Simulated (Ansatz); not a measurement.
AlNi (CsCl type, Pm-3m) at seven volumes, plane-wave PAW PBE (Ansatz code), scaled uniformly. One row is withheld.

```json
[
 {"V (Å³/atom)": "11.019", "P (GPa)": "18.43"},
 {"V (Å³/atom)": "11.383", "P (GPa)": "11.27"},
 {"V (Å³/atom)": "11.746", "P (GPa)": "?"},
 {"V (Å³/atom)": "12.109", "P (GPa)": "0.00"},
 {"V (Å³/atom)": "12.472", "P (GPa)": "-4.42"},
 {"V (Å³/atom)": "12.836", "P (GPa)": "-8.18"},
 {"V (Å³/atom)": "13.199", "P (GPa)": "-11.37"}
]
```

Question: Fit the shown pressures and predict the withheld one.

Answer: P = (3/2)B₀(x^(7/2) − x^(5/2))[1 + (3/4)(B′ − 4)(x − 1)] with x = (V₀/V)^(2/3). Least squares on the six rows gives V₀ = 12.109 Å³/atom, B₀ = 159 GPa, B′ = 4.35. At V = 11.746, x = 1.0205 and P = 5.17 GPa. The run itself gave 5.18 GPa.

Symmetry was held in the PBE relaxation. No spin polarisation was allowed.

Potentials: the later of the program's two PAW sets.
